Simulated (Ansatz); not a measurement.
## Bi2S3, one structure, two calculations

Cell: a structure deposited in the COD (listed for 1.0 GPa) whose atoms were relaxed with PBE, the cell held.

Space group Pnma (No. 62); a = 11.1360, b = 3.9574, c = 11.0350 Å.

```
site  Wyckoff  site symmetry       x       y       z
 Bi1       4c            .m.  0.0067  0.2500  0.6753
 Bi5       4c            .m.  0.3338  0.2500  0.4686
  S9       4c            .m.  0.0503  0.2500  0.1297
 S13       4c            .m.  0.3771  0.2500  0.0566
 S17       4c            .m.  0.2185  0.2500  0.8049
```

One atom of each set is listed.

First run. All values are calculated (Ansatz; DFT, PBE, plane waves and PAW, scalar-relativistic, 420 eV cutoff, Γ-centred 3×7×3 k-points, Fermi–Dirac smearing 0.02 eV), not measured.

```json
{"site": "Bi1", "V_zz (10²¹ V/m²)": "4.26", "η": "0.75"}
{"site": "Bi5", "V_zz (10²¹ V/m²)": "-16.23", "η": "0.10"}
{"site": "S9", "V_zz (10²¹ V/m²)": "-3.55", "η": "0.88"}
{"site": "S13", "V_zz (10²¹ V/m²)": "-7.79", "η": "0.05"}
{"site": "S17", "V_zz (10²¹ V/m²)": "-1.95", "η": "0.08"}
```

Second run. The same atoms and settings, except that spin–orbit coupling is included (fully relativistic PAW files).

(1) What does the second run give?

Results:

(1) 

```
site    V_zz     η  change of V_zz
 Bi1    5.18  0.73           +0.92
 Bi5  -17.20  0.06           -0.97
  S9    4.22  0.90               –
 S13   -8.19  0.03           -0.40
 S17   -2.35  0.11           -0.40
```

The largest change of V_zz along a kept axis is on Bi5, from -16.23 to -17.20. In per cent, |V_zz| changes by +6 to +22 on Bi, +5 to +20 on S (all sites that start above 0.5, bar those whose gradient vanishes or changes sign or whose main axis turns by over 40°). On S9 the largest principal value lies along another axis in the second run, so the two V_zz can't be compared directly.
